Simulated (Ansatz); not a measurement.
Cu Kα1 powder pattern (kinematic, no thermal factors).
```json
{"2θ (°)": "12.90", "relative intensity": "5"}
{"2θ (°)": "19.75", "relative intensity": "1"}
{"2θ (°)": "25.96", "relative intensity": "1"}
{"2θ (°)": "28.26", "relative intensity": "3"}
{"2θ (°)": "33.86", "relative intensity": "2"}
{"2θ (°)": "37.82", "relative intensity": "12"}
{"2θ (°)": "37.83", "relative intensity": "24"}
{"2θ (°)": "40.66", "relative intensity": "39"}
{"2θ (°)": "43.15", "relative intensity": "51"}
{"2θ (°)": "43.16", "relative intensity": "100"}
{"2θ (°)": "56.73", "relative intensity": "7"}
{"2θ (°)": "56.74", "relative intensity": "15"}
{"2θ (°)": "68.30", "relative intensity": "18"}
{"2θ (°)": "68.33", "relative intensity": "9"}
{"2θ (°)": "75.71", "relative intensity": "10"}
{"2θ (°)": "75.72", "relative intensity": "20"}
{"2θ (°)": "80.80", "relative intensity": "1"}
{"2θ (°)": "80.84", "relative intensity": "3"}
{"2θ (°)": "82.63", "relative intensity": "21"}
{"2θ (°)": "82.66", "relative intensity": "11"}
{"2θ (°)": "84.29", "relative intensity": "8"}
{"2θ (°)": "84.33", "relative intensity": "15"}
{"2θ (°)": "88.03", "relative intensity": "5"}
```

The pattern is computed from a structure relaxed with DFT PBE, scalar-relativistic, plane waves, PAW in Ansatz 0.2.0. No spin polarisation. Its elements are Ir, Rh.

Problem. Give the structure.

Solution. Ir₄Rh.
Space group Cmcm (No. 63). a = 13.717 Å, b = 4.754 Å, c = 4.434 Å, α = 90.00°, β = 90.00°, γ = 90.00°
| atom | site | symmetry | x | y | z |
| --- | --- | --- | --- | --- | --- |
| Ir | 8g | ..m | 0.6998 | 0.8348 | 0.2500 |
| Ir | 8g | ..m | 0.9001 | 0.8333 | 0.2500 |
| Rh | 4c | m2m | 0.0000 | 0.3318 | 0.2500 |

A pattern alone doesn't exclude other cells with like lines; this is the one computed.

The structure comes from a generated guess; another structure or a mixture of phases may lie lower.
